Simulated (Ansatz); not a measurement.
**Hg2SeS, first-principles data**

Hg2SeS:
```cif
data_Hg2SSe
_chemical_formula_sum 'Hg2 Se1 S1'
_space_group_name_H-M_alt 'P-4m2'
_space_group_IT_number 115
_space_group_name_Hall 'P -4 -2'
_cell_length_a 4.24282
_cell_length_b 4.24282
_cell_length_c 6.01080
_cell_angle_alpha 90.000
_cell_angle_beta 90.000
_cell_angle_gamma 90.000
loop_
_atom_site_label
_atom_site_type_symbol
_atom_site_symmetry_multiplicity
_atom_site_Wyckoff_symbol
_atom_site_fract_x
_atom_site_fract_y
_atom_site_fract_z
_atom_site_occupancy
Hg1 Hg 2 g 0.00000 0.50000 0.23742 1
Se1 Se 1 d 0.00000 0.00000 0.50000 1
S1 S 1 b 0.50000 0.50000 0.00000 1
```

Space group P-4m2 (No. 115); conventional cell a = 4.2428 Å, b = 4.2428 Å, c = 6.0108 Å, α = 90.00°, β = 90.00°, γ = 90.00°.

Method: PBEsol (plane waves, PAW; program Ansatz). Geometry: relaxed at this level of theory. Other levels are named where they apply.

**Cell and energy**

| Quantity | Value |
|---|---|
| Volume per atom | 27.05 Å³ |
| Density | 7.86 g/cm³ |
| Formation energy from the elements (no fitted shifts) | -0.19 eV/atom |

**Electronic structure**

| Property | Result |
|---|---|
| Electronic character | no gap, with almost no states at the Fermi level (zero-gap or semimetallic) |
| Density of states at the Fermi level | 0.01 states/eV per atom (mean over ±0.08 eV) |
| Gap with spin–orbit coupling | none (metallic) |

**Mechanics**

| Quantity | Value |
|---|---|
| Bulk modulus (Birch–Murnaghan fit) | 55.5 GPa |
| Pressure derivative B′ | 5.0 |

**Charges**

| Item | Result |
|---|---|
| Bader charges | Hg +0.42, Se -0.34, S -0.50 e |

The first step of the workflow began from a Materials Project structure, measured or hypothetical; the Crystallography Open Database copy checked does not list it. Whether it is the stable phase at ambient conditions was not checked. Symmetry was held in the PBEsol relaxation; its stability against distortions is not shown here. The references are the lowest solids computed at this level, not always the standard phases. Scalar-relativistic: spin–orbit coupling is off unless named, which matters more the heavier the elements.

Potentials: the later of the program's two PAW sets.
